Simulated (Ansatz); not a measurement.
A free-standing Janus 1T monolayer of RuFBr, relaxed with r2SCAN. In-plane lattice: a = 3.546 Å, b = 3.546 Å, γ = 120.0°; thickness between the outer nuclei 2.23 Å. Ru is surrounded by 3 F at 2.27 Å and 3 Br at 2.40 Å; F is surrounded by 3 Ru at 2.27 Å; Br is surrounded by 3 Ru at 2.40 Å.

The questions ask for values computed with the PAW code Ansatz on this geometry. Simulation only: spin-unpolarised, and no claim that this is the phase found in nature.

Given (12×12×1 mesh): The LDA gap is indirect, 1.04 eV (Γ to K), below the direct gap of 1.24 eV at K–Γ (0.25 of the way from K).

(1) How does the gap change from LDA to r2SCAN (12×12×1)?

(2) How does the gap change from LDA to r2SCANh (6×6×1)?

(3) What does HSE06 give for the gap (6×6×1 mesh)?

(4) Order these levels by the gap that they give, smallest first.
A. PBE
B. r2SCAN
C. r2SCANh
D. LDA
E. PBE0
F. HSE06
G. r2SCAN0

## Answers

(1) The r2SCAN gap is indirect, 1.49 eV (Γ to K), below the direct gap of 1.68 eV at K. The gap differs by +0.45 eV from LDA's.

(2) The r2SCANh gap is indirect, 2.44 eV (Γ to K), below the direct gap of 2.60 eV at K. The gap differs by +1.40 eV from LDA's.

(3) HSE06 gives an indirect gap of 2.82 eV, from Γ to K; the least direct gap is 2.95 eV at K. The gap differs by +1.78 eV from LDA's.

(4) D (1.04 eV), A (1.14 eV), B (1.49 eV), C (2.44 eV), F (2.82 eV), E (3.60 eV), G (3.97 eV).

The runs are scalar-relativistic, without spin-orbit coupling.

The meshes of the hybrids are coarse, so their gaps aren't converged to the digits shown.

For some runs the program warns that the potential is rough where the density is thin, which bears on empty states near the vacuum.
